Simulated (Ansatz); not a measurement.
PbTe (rock salt)

```yaml
crystal:
  lattice:
    - [0.00000, 3.28451, 3.28451]
    - [3.28451, 0.00000, 3.28451]
    - [3.28451, 3.28451, 0.00000]
  atoms:
    - { symbol: Te, position: [0.00000, 0.00000, 0.00000] }
    - { symbol: Pb, position: [0.50000, 0.50000, 0.50000] }
```

The slice is a {100} plane (indices of the conventional cell) through the point (0.000, 0.000, 0.000) (fractional), spanned by u = [100] and v = [0 1 -1] in vectors of this cell: u (4.64 Å) and v (4.64 Å, at 90° to u). It covers one period; positions are fractions (u, v).

The numbers are results of PBE (plane waves to 420 eV, PAW, scalar-relativistic; Ansatz, a quantum-chemistry and plane-wave program), not measurements. k mesh 9×9×9. Near the nuclei the fields are pseudised (PAW); where an atom keeps semicore shells as valence, they peak there. PbTe was relaxed with its symmetry unable to fall. Spin-orbit coupling is left out, though Pb and Te are heavy.

Three fields on this plane, each scaled to ten steps between its own extremes (0 low, 9 high; the total valence density on a logarithmic scale, the potential cut 8 eV below its top; x marks points blanked near nuclei; v = 0 in the bottom row):

Map A
```
|xxxxx86320002368xxxx|
|xxxx9753210123579xxx|
|xxxx8754322234578xxx|
|xx98765444444456789x|
|88776556778776556778|
|665555689xxx98655556|
|3334468xxxxxxx864433|
|1223479xxxxxxx974322|
|001247xxxxxxxxx74210|
|000248xxxxxxxxx84200|
|001247xxxxxxxxx74210|
|1223479xxxxxxx974322|
|3334468xxxxxxx864433|
|665555689xxx98655556|
|88776556778776556778|
|xx98765444444456789x|
|xxxx8754322234578xxx|
|xxxx9753210123579xxx|
|xxxxx86320002368xxxx|
|xxxxx86310001368xxxx|
```

Map B
```
|xxxxx99620002699xxxx|
|xxxx8995200025998xxx|
|xxxx9973111113799xxx|
|xx89974223332247998x|
|99997433344433347999|
|999743345xxx54334799|
|7653234xxxxxxx432356|
|2221235xxxxxxx532122|
|000134xxxxxxxxx43100|
|000134xxxxxxxxx43100|
|000134xxxxxxxxx43100|
|2221235xxxxxxx532122|
|7653234xxxxxxx432356|
|999743345xxx54334799|
|99997433344433347999|
|xx89974223332247998x|
|xxxx9973111113799xxx|
|xxxx8995200025998xxx|
|xxxxx99620002699xxxx|
|xxxxx99720002799xxxx|
```

Map C
```
|xxxxx06899999860xxxx|
|xxxx0268899988620xxx|
|xxxx0477777777740xxx|
|xx00366654445666300x|
|00246653100013566420|
|566765200xxx00256766|
|8887630xxxxxxx036788|
|9987510xxxxxxx015789|
|999740xxxxxxxxx04799|
|999740xxxxxxxxx04799|
|999740xxxxxxxxx04799|
|9987510xxxxxxx015789|
|8887630xxxxxxx036788|
|566765200xxx00256766|
|00246653100013566420|
|xx00366654445666300x|
|xxxx0477777777740xxx|
|xxxx0268899988620xxx|
|xxxxx06899999860xxxx|
|xxxxx05899999850xxxx|
```

Assign the maps to these fields: electron localisation function (ELF); valence electron density; electrostatic potential energy of an electron, from the cell's mean.

A is the valence electron density; B is the electron localisation function (ELF); C is the electrostatic potential energy of an electron, from the cell's mean.
